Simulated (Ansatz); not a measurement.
An Ansatz input:

```yaml
crystal:
  lattice:
    - [0.0, 2.3864604735, 2.3864604735]
    - [2.3864604735, 0.0, 2.3864604735]
    - [2.3864604735, 2.3864604735, 0.0]
  atoms:
    - { symbol: Sb, position: [0.0, 0.0, 0.0] }
hamiltonian:
  xc: r2scan
  pseudopotentials:
    kind: paw
    azcp:
      Sb: "pseudopotentials/Sb.paw.azcp"
basis:
  ecutwfc: 500
  fft_grid_basis: typed
kpoints:
  mp_grid: { grid: [19, 19, 19], shift: [0, 0, 0] }
magnetization:
  spin_polarized: false
scf:
  occupations: { method: fermi_dirac, width: 0.1 }
```

Output

```
Engine: ansatz 0.2.0, x86_64-unknown-linux-gnu
Pseudopotentials: kind: paw
Pseudopotential: Sb, paw, valence charge 15, recommended cutoff 500 eV (meta_gga) 
Functional definition: r2SCAN
  parameter k0 = 0.174
  parameter k1 = 0.065
  parameter a1 = 4.9479
  exchange = r2scan_x(k0 = k0, k1 = k1, a1 = a1)
  correlation = r2scan_c
Crystal: 1 atoms, lattice volume = 27.183 Å³
Basis set: ecut = 500 eV, 701 PW (Γ), exchange–correlation on 100×100×100 points (64 copies of the dense FFT grid, shifted against one another)
Bands: 12, of which v1, the nominal top of the filled ones, is band 8 counted from 1 (7 counted from 0)
Symmetry: 48 space group operations
Space group: Fm-3m (ITA 225), of the structure as read, at distance tolerance 3.0e-5 Å
k-points: 220 of 6859
Non-local potential: Sb, projectors of the file, l = 0: 2, l = 1: 2, l = 2: 2, l = 3: 2
PAW form: soft (Blöchl's): semilocal exchange-correlation on the pseudo side does not see the compensation charge
PAW frozen core: Sb, regenerated for the run's functional (the file was generated under x = pbe(κ = 0.804, μ = 0.2195149727645171), c = pbe(β = 0.06672455060314922))
PAW one-centre angular grid: Sb, 590 points (default); XC on 160 Gauss nodes
Initial density: superposition of atomic densities (neutral atoms: chi_scale 0, normalization atom), corrected by the library's trained network
Initial wavefunctions: pseudopotential atomic-orbital guess
Functional: x = r2scan, c = r2scan; τ floored in thin density (d = 2e-4 eV/Å³)
SCF iter   1: F=—  HF=-6498.655377 eV  |F-HF|=—  |Δ(HF+E_count)|=         —  Δρ=4.41e-3  dr2=1.76e-3  dr2_τ=2.01e-4  ethr=1.77e-3  ⟨swp⟩=5.0  Hψ=15533  notcnv=0
SCF iter   2: F=—  HF=-6498.660928 eV  |F-HF|=—  |Δ(HF+E_count)|=   5.55e-3  Δρ=2.34e-3  dr2=5.61e-4  dr2_τ=1.13e-5  ethr=1.18e-5  ⟨swp⟩=2.0  Hψ=6927  notcnv=0  defer=45
SCF iter   3: F=—  HF=-6498.661284 eV  |F-HF|=—  |Δ(HF+E_count)|=   3.56e-4  Δρ=5.72e-4  dr2=3.65e-5  dr2_τ=3.74e-6  ethr=3.74e-6  ⟨swp⟩=2.0  Hψ=3079  notcnv=0  defer=45
SCF iter   4: F=—  HF=-6498.661282 eV  |F-HF|=—  |Δ(HF+E_count)|=   2.19e-6  Δρ=4.95e-5  dr2=3.61e-7  dr2_τ=3.29e-8  ethr=2.43e-7  ⟨swp⟩=2.0  Hψ=4177  notcnv=0  defer=45
iter 5 did not close the SCF: its close was put off for the readings that it lacked (scf_convergence_deferred on its scf_iter line)
SCF iter   5: F=-6498.661286 eV  HF=-6498.661285 eV  |F-HF|=2.91e-7  |Δ(HF+E_count)|=   3.26e-6  Δρ=1.97e-5  dr2=8.26e-8  dr2_τ=1.22e-9  ethr=2.41e-9  ⟨swp⟩=2.0  Hψ=4251  notcnv=0  defer=45
SCF iter   6: F=-6498.661286 eV  HF=-6498.661286 eV  |F-HF|=1.84e-9  |Δ(HF+E_count)|=   3.73e-7  Δρ=1.69e-6  dr2=9.61e-10  dr2_τ=1.24e-10  ethr=5.51e-10  ⟨swp⟩=1.0  Hψ=8035  notcnv=0
SCF 1 converged in 6 iterations: F = -6498.661286 eV  dr2 = 9.61e-10
SCF converged after 6 iterations
Free energy (F): -6498.661286 eV
Harris-Foulkes:  -6498.661286 eV  (|F-HF|=1.84e-9)
Internal energy: -6498.637817 eV  (E = F + TS)
E sigma→0 (E₀):  -6498.649551 eV
Entropy (-TS):   -0.023469 eV (-23.469 meV/atom)
Fermi energy:    11.490917 eV
--- Per-component energies (eV) ---
  E_band       = -157.110873
  E_kinetic    = 205.549893
  E_local      = -1441.130853  (includes V_loc(G=0)·N_el)
  E_nonlocal   = 362.128095
  E_hartree    = 658.324224
  E_xc         = -127.070266
  E_vxc        = -102.673791  (∫ρ·V_xc dr)
  E_paw        = -4600.813222  (= ΣΔE_a)
  E_vpaw       = -504.711278  (= ΣTr[D̂ρ^β])
  E_aug_tail   = -0.000001  (compensation charges beyond the density's cutoff)
  E_vtau       = 7.078746  (kinetic-family band-sum trace: ∫τ·v_τ [+ j·A + Jᵃ·Aᵃ] dr)
  E_ewald      = -1556.131723
  E_core_change = 0.506037  (= ΣΔE_core)
  E_smearing   = -0.023469  (= −TS)
  E_closure    = -0.000000  (closes the sum)
  Σ components = -6498.661286   (vs F -6498.661286, Δ=0.00e0)
```

Command:

```sh
ansatz run input.yaml --threads 1 --pin off --max-ram 3584MiB --backend cpu --events-out ev --progress --plain --runs-dir out
```

On 1 thread of Intel(R) Xeon(R) Platinum 8259CL CPU @ 2.50GHz (Skylake/Cascade Lake) (shared host) this took about 13 s of wall time and 12 s of CPU time.
